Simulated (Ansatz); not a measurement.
SrO (NiAs type, P6_3/mmc), a = b = 3.521 Å, c = 6.155 Å, α = β = 90.00°, γ = 120.00°.

Relaxed with PBEsol. The program Ansatz at the PBEsol level (PAW) gives a gap of 2.99 eV.

### Question
What gap does HSE06 give on the same cell (Ansatz, PAW)?

### Answer
4.55 eV, 1.56 eV more. The hybrid was solved on a coarser mesh and at special points; the gap given is the minimum over both.

```csv
k,v1 PBEsol,c1 PBEsol,v1 HSE06,c1 HSE06
Γ,0.00,3.09,___,___
A,-0.99,4.70,___,___
K,-0.61,4.65,___,___
H,-0.67,5.03,___,___
M,-0.25,2.99,-0.27,4.55
L,-1.03,4.29,-1.07,5.86
```

### Question
Top valence (v1) and lowest conduction level (c1) in eV from each method's valence maximum (which need not be a listed point): supply the withheld HSE06 values.

### Answer

- H, v1 HSE06: -0.71
- H, c1 HSE06: 6.67
- Γ, v1 HSE06: 0.00
- Γ, c1 HSE06: 4.67
- K, v1 HSE06: -0.64
- K, c1 HSE06: 6.28
- A, v1 HSE06: -1.01
- A, c1 HSE06: 6.28

Cost on shared cores: the PBEsol run (SCF on a 9×9×5 mesh, then bands and DOS) about 26 core-seconds (a rough figure), the HSE06 run (SCF on 7×7×4, then a few points) around 3 core-minutes (rough); the tasks are unlike.

The first step of the workflow began from a Materials Project structure, measured or hypothetical; the Crystallography Open Database copy checked does not list it. It is not the phase usual at ambient conditions (space group No. 225). The cell was relaxed with PBEsol under the symmetry of its start; its stability against distortions is not shown here. Spin–orbit coupling is left out wherever it is not named.

Potentials: the later of the program's two PAW sets.
